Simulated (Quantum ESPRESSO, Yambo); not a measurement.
NaCl (rock salt, space group Fm-3m, No. 225) under isotropic strain of -3 % on all lattice vectors. The PBEsol cell relaxed from Materials Project entry mp-22862 was given an isotropic strain of -3 % on all lattice vectors, and the atoms were relaxed again. Chain: PBEsol (Quantum ESPRESSO, PseudoDojo norm-conserving, 88 Ry, scalar-relativistic); G0W0 in Yambo (4×4×4 Γ-centred k mesh, bands 2 to 98 and a 10 Ry block in the screening, 98 bands in G with the Bruneval-Gonze terminator, plasmon pole fitted at 27.2 eV); BSE (10×10×10 mesh, 3 valence and 1 conduction bands, static screening with 22 bands and a 4 Ry block, scissor 3.12 eV, Tamm-Dancoff).

| Property | Result |
|---|---|
| PBEsol gap (dense path) | 5.38 eV |
| PBEsol gap Γ → Γ on the GW mesh | 5.38 eV |
| PBEsol smallest direct gap on the GW mesh, at Γ | 5.38 eV |
| G0W0 direct gap at that point | 8.50 eV |
| G0W0 correction to the gap Γ → Γ | 3.12 eV |
| direct gap on the BSE mesh, with the scissor | 8.50 eV |
| first BSE state allowed for light along x | 7.76 eV |
| lowest BSE state | 7.76 eV |
| binding of the lowest exciton | 0.74 eV |
| RPA electronic dielectric constant along x | 2.47 (16×16×16 mesh, PBEsol bands) |

Rough cost of the Yambo steps against G0W0 for 6 states: BSE about 2×, one RPA spectrum about 1/5.

Convergence of the G0W0 settings was not tested. The BSE states are vertical excitations (zero momentum). Convergence of the RPA response with its 16×16×16 mesh was not tested. Convergence of the binding with the mesh was not shown.
